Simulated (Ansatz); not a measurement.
A trial cell of Au was relaxed with PBE (plane waves to 420 eV, PAW, scalar-relativistic; Ansatz, a first-principles code).

Before: Immm (No. 71), oI2; a = 3.0925 Å, b = 3.3904 Å, c = 3.4140 Å, α = 90.00°, β = 90.00°, γ = 90.00°.

After relaxation:

Simulated powder pattern, Cu Kα, λ = 1.54184 Å (kinematic, ideal powder, no thermal factors, no anomalous dispersion; the 24 strongest lines at most, above 1 %, up to 2θ = 90°):

| 2θ (°) | I/Imax (%) |
|---|---|
| 37.47 | 100 |
| 43.54 | 50 |
| 63.27 | 33 |
| 75.91 | 40 |
| 79.94 | 12 |

**Question.** Identify the relaxed structure from its pattern: crystal system, space group and cell.

**Answer.** Cubic, Fm-3m (No. 225), cF4, fcc (Cu type); a = b = c = 4.1571 Å, α = β = γ = 90.00°. Sites: Au 4b (0.500, 0.500, 0.500).

**Question.** Index the strongest lines.

**Answer.** 37.47° (111), 43.54° (200), 63.27° (220), 75.91° (311), 79.94° (222).

No spin polarisation in the result.

The run could not lose the symmetry of its start.
